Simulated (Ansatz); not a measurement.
A geometry of Mo₂C away from equilibrium: step 3 of the relaxation of a relaxed Mo2C cell displaced along its unstable phonon at q = Γ (217i cm⁻¹), largest move 0.15 Å. Method: PBE (plane waves to 420 eV, PAW, scalar-relativistic; Ansatz, a program for electronic structure). Γ-centred k-mesh 8×8×5 on the run's cell (coarser than for final values), Fermi–Dirac smearing 0.05 eV. The plane waves were selected for a different cell earlier on the path.

```xyz
9
Lattice="4.6266 0.0000 0.0000 -2.3133 4.0067 0.0000 0.0000 0.0000 6.1072" Properties=species:S:1:pos:R:3 pbc="T T T"
C      2.6074     0.0000     0.0000
C      1.0096     1.7486     2.0357
C      3.3229     2.2581     4.0715
Mo    -0.0911     1.4357    -0.0484
Mo     3.4288     0.7967     2.0841
Mo     1.1155     3.2100     4.0231
Mo     2.2222     2.5711     0.0484
Mo    -1.0244     3.3678     1.9873
Mo     1.2889     0.6389     4.1199
```

What forces act on the atoms (eV/Å)?


```csv
atom,Fx,Fy,Fz
C1,0.69,0.00,0.00
C2,-0.35,-0.60,0.00
C3,-0.35,0.60,0.00
Mo4,-0.64,-0.02,-0.64
Mo5,0.33,0.55,0.64
Mo6,0.33,-0.55,-0.64
Mo7,-0.64,0.02,0.64
Mo8,0.31,0.56,-0.64
Mo9,0.31,-0.56,0.64
```

The path ends in P3₂21 (No. 154). No spin polarisation in the result.

The run could not lose the symmetry of its start: the end is stationary, and may be a saddle point rather than a minimum.

The end of the path is a generated cell of Mo2C: the first start was made by placing the elements on the sites of a structure type, and the end was not matched to a known phase here, so it may be hypothetical.
